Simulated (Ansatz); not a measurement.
## Structure relaxation, ZnSnN2

The relaxed structure here is a generated cell of ZnSnN2: the first start was made by placing the elements on the sites of a structure type, and the end was not matched to a known phase here, so it may be hypothetical.

The start is a generated trial cell of ZnSnN2 in the alpha-NaFeO2 structure type. The structure is fully relaxed (lattice and positions, P = 0) with PBEsol (plane waves to 420 eV, PAW, scalar-relativistic; Ansatz, a program for electronic structure). The first steps use a coarse 9×9×9 k-mesh.

Starting cell:
```
CELL_PARAMETERS angstrom
      1.54037     0.88933     5.59212
     -1.54037     0.88933     5.59212
      0.00000    -1.77866     5.59212
ATOMIC_POSITIONS crystal
  Sn 0.00000 0.00000 0.00000
  Zn 0.50000 0.50000 0.50000
  N  0.26670 0.26670 0.26670
  N  0.73330 0.73330 0.73330
```

Task: How large is the pressure on the unrelaxed cell, and of which sign?

Result: +10.3 GPa (positive: the cell is compressed).

Task: Which atoms feel the largest initial force, and how large is it?

Result: 3.14 eV/Å, on N3, N4 (atoms numbered as listed).

Task: How much energy is released per atom?

Result: 0.24 eV/atom.

Task: How do the shortest distances between atoms change?

Result: The closest pairs of elements (up to four, under 3.6 Å), start → end: N–Sn 2.10 → 2.21 Å; N–Zn 2.45 → 2.26 Å; N–N 2.86 → 3.08 Å; Sn–Sn 3.08 → 3.16 Å.

Task: What band gap does the relaxed structure have at this level?

Result: 0.68 eV, indirect (valence top at 56 % of the way from Γ to S0, conduction bottom at k = (0, -0.5, -0.5)) (no spin-orbit coupling).

Task: What does it relax into? Give the structure.

Result: 
Space group R-3m, hexagonal axes (No. 166); a = b = 3.1648 Å, c = 15.4087 Å, α = β = 90.00°, γ = 120.00°

```
atom  site  symmetry       x       y       z
----  ----  --------  ------  ------  ------
Sn      3a       -3m  0.0000  0.0000  0.0000
Zn      3b       -3m  0.0000  0.0000  0.5000
N       6c        3m  0.0000  0.0000  0.2527
```
(The calculation used a cell of 4 atoms; values per cell refer to that cell.)

The space group stays R-3m (No. 166) (the run could not lower it); the end is AFLOW prototype ABC2_hR4_166_a_b_c (F5_1, as in NaCrS2), with 4 atoms in the primitive cell. Final values are on a 12×12×12 k-mesh of the relaxed cell. No spin polarisation in the result.

The run could not lose the symmetry of its start, so the end can be a saddle point.
